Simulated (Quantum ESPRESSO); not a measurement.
```xyz
4
Lattice="1.9092 1.1023 6.3853 -1.9092 1.1023 6.3853 0.0000 -2.2045 6.3853" Properties=species:S:1:pos:R:3 pbc="T T T"
Na     0.0000     0.0000     0.0000
S      0.0000     0.0000     4.7075
S      0.0000     0.0000    14.4485
Y      0.0000     0.0000     9.5780
```

The PBEsol cell relaxed from Materials Project entry mp-10226 was given an isotropic strain of -3 % on all lattice vectors, and the atoms were relaxed again.

Q: What does norm-conserving PBEsol (Quantum ESPRESSO, 88 Ry, scalar-relativistic) give for the electronic structure near the Fermi level?

A: The PBEsol gap is indirect, 1.85 eV, from Γ to F; the smallest direct gap is 2.74 eV.
